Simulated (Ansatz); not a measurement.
Values for one crystal, relaxed and computed with DFT-LDA in the program Ansatz with PAW potentials; other levels are named.

```yaml
volume_per_atom: 18.97 Å³
electronic_character: metallic (no gap)
Poisson's ratio: 0.33
debye_temperature_from_the_elastic_constants: 383 K
hill_bulk_and_shear_moduli: 14.9 and 5.7 GPa
Bulk modulus (Birch–Murnaghan fit): 14.9 GPa
Pressure derivative B′: 3.3
```

Problem. Pick the material that matches.
(A) Li, fcc (Cu type)
(B) Ca, fcc (Cu type)
(C) Pb, fcc (Cu type)
(D) Ir, fcc (Cu type)

Solution. A, Li, fcc (Cu type)

Space group Fm-3m (fcc (Cu type)). The workflow started from a Materials Project entry (that database holds measured and hypothetical structures alike); the Crystallography Open Database files this formula in space group No. 225, but the cells were not matched. It is not the phase usual at ambient conditions (space group No. 229). The cell was relaxed with LDA under the symmetry of its start; whether a distortion lowers the energy is not shown. As this level gives no gap, shear constants depend on the k-mesh and smearing (Fermi–Dirac, 0.1 eV here).

Potentials: the earlier of the program's two PAW sets.
